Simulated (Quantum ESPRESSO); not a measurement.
RbBr (rock salt, space group Fm-3m, No. 225) has a direct gap of 4.22 eV with PBEsol (pw.x of Quantum ESPRESSO, ONCV potentials, no spin-orbit coupling). After an isotropic strain (on all lattice vectors, atoms relaxed) the gap is direct, 4.27 eV.

### Question
Which strain was applied?
A. +2 %
B. -1.5 %
C. -3 %
D. -0.7 %
E. +1 %

### Answer
D, -0.7 %. Gaps found: -3 %: 4.45 eV (direct); -1.5 %: 4.33 eV (direct); -0.7 %: 4.27 eV (direct); 0 %: 4.22 eV (direct); 1 %: 4.16 eV (direct); 2 %: 4.09 eV (direct).
